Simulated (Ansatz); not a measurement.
Te:
```yaml
crystal:
  lattice:
    - [0.00000, 3.57149, 3.57149]
    - [3.57149, 0.00000, 3.57149]
    - [3.57149, 3.57149, 0.00000]
  atoms:
    - { symbol: Te, position: [0.00000, 0.00000, 0.00000] }
    - { symbol: Te, position: [0.25000, 0.25000, 0.25000] }
```

Relaxed with r²SCAN.

Q: Map the electron localisation function on the plane through (0.000, 0.000, 0.000) spanned by u = [1, 0, 0] and v = [-1, 1, 1] in lattice vectors, from the program Ansatz at the r²SCAN level (PAW).

A: x is the fraction of u, y of v (the angle between them is 90°; rows are the nearest grid lines); atoms in the plane: Te at (0.00, 0.00), Te at (0.50, 0.25).
```
|:  -*#%%+-:-==-:-+%%#*-  :|
| .:+#%@%*-..  ..-*%@%#+:. |
|--+*%@@%*-.    .-*%@@%*+--|
|##%@@@%#=:      :=#%@@@%##|
|@@@@@%#+-.      .-+#%@@@@@|
|#**++-:.          .:-++**#|
|==--:..            ..:--==|
|                          |
|                          |
|                          |
|                          |
|         ........         |
|     .:-=+**##**+=-:.     |
|    .:=+#%%@@@@%%#+=:.    |
|   .-+%@@@%%##%%@@@%+-.   |
|   .=#@@@%#****#%@@@#=.   |
|  .:=#@@#*=.  .=*#@@#=:.  |
|=--:=*%%#=. .. .=#%%*=:--=|
|#*+==*%%#+:    :+#%%*==+*#|
|@@%%***%%#+=--=+#%%***%%@@|
|##%%%#*#%%#****#%%#*#%%%##|
|--+*#%#**#%@@@@%#**#%#*+--|
| .:+*%%*++#%@@%#++*%%*+:. |
|:  -*#%%+-:-==-:-+%%#*-  :|
```
Scale: ten equal steps from 0.006 (start of ' ') to 0.669 (end of '@'), in the order ' .:-=+*#%@'; x runs from 0.000 to 1.00, y from 0.000 (bottom) to 1.00 (top).

The density is the valence pseudo-density with augmentation charge, so density and ELF within about 1 Å of a nucleus are not all-electron values.

Space group Fd-3m (diamond). The start of the workflow was typed in or built on a structure type; neither database checked (COD, Materials Project) lists it. It is not the phase usual at ambient conditions (space group No. 152). The cell was relaxed with r²SCAN under the symmetry of its start; its stability against distortions is not shown here. Scalar-relativistic: spin–orbit coupling is off unless named, which matters more the heavier the elements.

Potentials: the earlier of the program's two PAW sets.
